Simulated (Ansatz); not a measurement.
Here is the system:

CuC₆:
Space group P6/mmm (No. 191); a = 4.308 Å, b = 4.308 Å, c = 3.613 Å, α = 90.00°, β = 90.00°, γ = 120.00°

| atom | site | symmetry | x | y | z |
|---|---|---|---|---|---|
| C | 6j | m2m | 0.0000 | 0.3361 | 0.0000 |
| Cu | 1b | 6/mmm | 0.0000 | 0.0000 | 0.5000 |

This is the LDA-relaxed structure.

Task: All from plane-wave PAW LDA (Ansatz code), unless another level is named. Give the electronic character.

Result: metallic (no gap).

Task: What about the density of states at the Fermi level?

Result: 0.24 states/eV per atom (mean over ±0.08 eV).

Task: And the formation energy from the elements (no fitted shifts)?

Result: 0.44 eV/atom.

The start of the workflow was typed in or built on a structure type; neither database checked (COD, Materials Project) lists it. Whether it is the stable phase at ambient conditions was not checked. The LDA relaxation kept the symmetry of its start. At this level the phase is mechanically unstable. No spin polarisation was allowed. The volume moved by -25 % from the start of the relaxation. Its formation energy is positive at this level, so the cell may be metastable or incomplete. The program gave a warning on the electronic state, which may not be the lowest. The references are the lowest solids computed at this level, not always the standard phases.

Potentials: the earlier of the program's two PAW sets. The files were generated under PBE; for other functionals the program regenerates the frozen cores, and for LDA and PBEsol the local potential too.
